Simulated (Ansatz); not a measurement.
Given:

CsC8:
```cif
data_C8Cs
_chemical_formula_sum 'C8 Cs1'
_space_group_name_H-M_alt 'P 1'
_space_group_IT_number 1
_cell_length_a 4.94691
_cell_length_b 4.94691
_cell_length_c 6.01025
_cell_angle_alpha 90.000
_cell_angle_beta 90.000
_cell_angle_gamma 120.000
loop_
_space_group_symop_operation_xyz
  'x, y, z'
loop_
_atom_site_label
_atom_site_type_symbol
_atom_site_fract_x
_atom_site_fract_y
_atom_site_fract_z
_atom_site_occupancy
C1 C 0.16651 0.33302 0.00000 1
C2 C 0.16651 0.83349 0.00000 1
C3 C 0.66667 0.33333 0.00000 1
C4 C 0.66698 0.83349 0.00000 1
C5 C 0.33302 0.16651 0.00000 1
C6 C 0.33333 0.66667 0.00000 1
C7 C 0.83349 0.16651 0.00000 1
C8 C 0.83349 0.66698 0.00000 1
Cs1 Cs 0.00000 0.00000 0.50000 1
```

This is the r²SCAN+D4-relaxed structure.

**Question.** All from DFT-r²SCAN+D4 in the program Ansatz with PAW potentials, unless another level is named. Estimate the electronic character.

**Answer.** metallic (no gap).

**Question.** Predict the density of states at the Fermi level.

**Answer.** 0.23 states/eV per atom (mean over ±0.08 eV).

**Question.** Predict the formation energy from the elements (no fitted shifts).

**Answer.** -0.055 eV/atom.

**Question.** Give the gap with spin–orbit coupling.

**Answer.** none (metallic).

Space group P6/mmm. A made-up cell: these elements were put on the sites of a structure type; the Crystallography Open Database copy checked does not list it. Whether it is the stable phase at ambient conditions was not checked. The cell was relaxed with r²SCAN+D4 under the symmetry of its start; its stability against distortions is not shown here. The references are the lowest solids computed at this level, not always the standard phases. Scalar-relativistic: spin–orbit coupling is off unless named, which matters more the heavier the elements.

Potentials: the later of the program's two PAW sets.
